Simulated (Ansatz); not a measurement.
BeS (Pnma), relaxed with r²SCAN+D4 (Ansatz, an electronic-structure program, plane waves, PAW): a = 5.9205 Å, b = 3.4854 Å, c = 5.9694 Å, α = 90.00°, β = 90.00°, γ = 90.00°.

| Property | Result |
|---|---|
| gap (eV) | 4.22 |
| ΔH_f (eV/atom) | -1.13 |
| B₀ by P(V) fit (GPa) | 47.5 |
| K_Hill (GPa) | 56.3 |
| G_Hill (GPa) | 43.0 |
| electron conductivity mass (mₑ) | 0.53 |
| Θ_D (K) | 582 |

Question: The same phase is relaxed and computed with LDA in the same code. What are the cell and these values now?

Answer: a = 5.809 Å, b = 3.445 Å, c = 5.909 Å, α = 90.00°, β = 90.00°, γ = 90.00°.

- gap (eV): 3.45
- ΔH_f (eV/atom): -1.02
- B₀ by P(V) fit (GPa): 42.0
- K_Hill (GPa): 52.3
- G_Hill (GPa): 41.0
- electron conductivity mass (mₑ): 0.52
- Θ_D (K): 564

Typed or built starts, not in the databases checked: BeS, Pnma (Be on 4c, S on 4c). Weakly bound layers, chains or molecules computed without a dispersion correction, so cells and soft constants are ill determined: BeS, Pnma (Be on 4c, S on 4c) with LDA. All cells were relaxed under the symmetry of their starts (and spin orders); stability against distortions was not tested throughout.

Potentials: the later of the program's two PAW sets.

Ansatz is a plane-wave DFT program.

Formation energies count from the lowest solids of the elements computed at the same level, not from gases.
